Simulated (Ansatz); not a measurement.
The start is a generated cell, Pb built in the beta-Sn structure type. A full variable-cell relaxation at zero pressure is run with r2SCAN (plane waves to 500 eV, PAW, scalar-relativistic; Ansatz, a quantum-chemistry and plane-wave program). The first steps use a coarse 11×11×11 k-mesh.

Starting cell:
```
CELL_PARAMETERS angstrom
     -3.07853     3.07853     1.67968
      3.07853    -3.07853     1.67968
      3.07853     3.07853    -1.67968
ATOMIC_POSITIONS crystal
  Pb 0.75000 0.25000 0.50000
  Pb 0.00000 0.00000 0.00000
```

Question: By how much does the energy per atom fall from start to end?

Answer: Under 0.01 eV/atom.

Question: How does the volume per atom move from start to end?

Answer: +1.0 %, from 31.84 to 32.14 Å³/atom.

Question: How do the shortest distances between atoms change?

Answer: The closest pairs of elements (up to four, under 3.6 Å), start → end: Pb–Pb 3.19 → 3.22 Å.

The space group stays I4₁/amd (No. 141) (the run could not lower it); the end is AFLOW prototype A_tI4_141_a (A5, as in Sn), with 2 atoms in the primitive cell. Final values are on a 16×16×16 k-mesh of the relaxed cell. No spin polarisation in the result.

The run could not lose the symmetry of its start: the end is stationary, and may be a saddle point rather than a minimum.

All atoms sit on sites fixed by symmetry, so only the cell could relax.

The relaxed structure here is a generated cell of Pb: the first start was made by placing the elements on the sites of a structure type, and the end was not matched to a known phase here, so it may be hypothetical. Known forms of Pb include space group No. 225.
